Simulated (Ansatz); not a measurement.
Total density of states per atom from r²SCAN in the plane-wave PAW code Ansatz, in 0.25 eV bins, energy from the Fermi level:

| E (eV) | states/eV/atom |
|---|---|
| -7.85 | 0.00 |
| -7.60 | 0.04 |
| -7.35 | 0.06 |
| -7.10 | 0.08 |
| -6.85 | 0.10 |
| -6.60 | 0.12 |
| -6.35 | 0.16 |
| -6.10 | 0.16 |
| -5.85 | 0.17 |
| -5.60 | 0.22 |
| -5.35 | 0.30 |
| -5.10 | 0.45 |
| -4.85 | 0.56 |
| -4.60 | 0.39 |
| -4.35 | 0.73 |
| -4.10 | 2.55 |
| -3.85 | 3.90 |
| -3.60 | 4.13 |
| -3.35 | 3.42 |
| -3.10 | 2.51 |
| -2.85 | 2.59 |
| -2.60 | 4.26 |
| -2.35 | 2.09 |
| -2.10 | 0.79 |
| -1.85 | 0.52 |
| -1.60 | 0.43 |
| -1.35 | 0.41 |
| -1.10 | 0.39 |
| -0.85 | 0.30 |
| -0.60 | 0.37 |
| -0.35 | 0.58 |
| -0.10 | 0.61 |
| 0.15 | 0.64 |
| 0.40 | 0.71 |
| 0.65 | 0.84 |
| 0.90 | 0.71 |
| 1.15 | 0.83 |
| 1.40 | 0.77 |
| 1.65 | 0.43 |
| 1.90 | 0.37 |
| 2.15 | 0.31 |
| 2.40 | 0.39 |
| 2.65 | 0.42 |
| 2.90 | 0.36 |
| 3.15 | 0.38 |
| 3.40 | 0.42 |
| 3.65 | 0.66 |
| 3.90 | 0.69 |
| 4.15 | 0.80 |
| 4.40 | 0.78 |
| 4.65 | 0.54 |

Pick the material that matches.
(A) YAu, Cmcm (Y on 4c, Au on 4c)
(B) YCu2, Imma (Y on 4e, Cu on 8h)
(C) YSe, rock salt
(D) CaCu5, P6/mmm (Ca on 1a, Cu on 2c, Cu on 3g)

B, YCu2, Imma (Y on 4e, Cu on 8h). Within 0.5 eV of the Fermi level: Y 4d 55 %, Cu 3d 8 %, Y 5s 8 %, Cu 4s 7 %, outside the projected shells 21 %. Projections are on Löwdin-orthogonalised atomic valence shells; empty p or d shells of many metals are not among them.

The workflow started from a Materials Project entry (that database holds measured and hypothetical structures alike); the Crystallography Open Database files this formula in space group No. 74, but the cells were not matched. Whether it is the stable phase at ambient conditions was not checked. The cell was relaxed with r²SCAN under the symmetry of its start; whether a distortion lowers the energy is not shown. No spin polarisation was allowed. Spin–orbit coupling is left out wherever it is not named.

Potentials: the later of the program's two PAW sets.
